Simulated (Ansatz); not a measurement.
Relaxed-ion elastic tensor of KI (rock salt, Fm-3m) in GPa (Voigt order), PBE (plane waves, PAW; program Ansatz); density 2.98 g/cm³, 46.31 Å³ per atom.

```
24.1   3.8   3.8   0.0   0.0   0.0
 3.8  24.1   3.8   0.0   0.0   0.0
 3.8   3.8  24.1   0.0   0.0   0.0
 0.0   0.0   0.0   3.8   0.0   0.0
 0.0   0.0   0.0   0.0   3.8   0.0
 0.0   0.0   0.0   0.0   0.0   3.8
```

Task: Is the crystal mechanically stable?

Result: Yes: the smallest eigenvalue of C is 3.8 GPa.

Task: Work out the Voigt, Reuss and Hill averages.

Result: K_V = 10.6, K_R = 10.6, K_H = 10.6; G_V = 6.3, G_R = 5.0, G_H = 5.7 GPa.

Task: Give Young's modulus, Poisson's ratio, Pugh's ratio and the universal anisotropy index.

Result: E = 9KG/(3K + G) = 14.4 GPa; ν = 0.27; K/G = 1.87 (ductile by the Pugh limit of 1.75); A_U = 5G_V/G_R + K_V/K_R − 6 = 1.27.

Task: Estimate the sound speeds and the Debye temperature.

Result: v_l = √((K + 4G/3)/ρ) = 2470 m/s, v_t = √(G/ρ) = 1380 m/s, mean 1540 m/s; Θ = (h/k)(3n/4πV)^(1/3) v_m = 127 K.

Task: Give the Zener ratio and Young's modulus along [100], [110] and [111].

Result: A = 2C44/(C11 − C12) = 0.37; 1/E = S11 − 2(S11 − S12 − S44/2)Γ with Γ = 0, 1/4, 1/3 gives 23.0, 11.7, 10.1 GPa.

Task: Solve the Christoffel equation for the three sound speeds along [100], [110], [111].

Result: Eigenvalues of C_ijkl n_j n_l equal ρv². In km/s, slowest first: [100] 1.12, 1.12, 2.84; [110] 1.12, 1.84, 2.44; [111] 1.64, 1.64, 2.29.

The cell was relaxed with PBE under the symmetry of its start; phonons on a q-mesh show no instability. Spin–orbit coupling is left out wherever it is not named.

Potentials: the later of the program's two PAW sets.
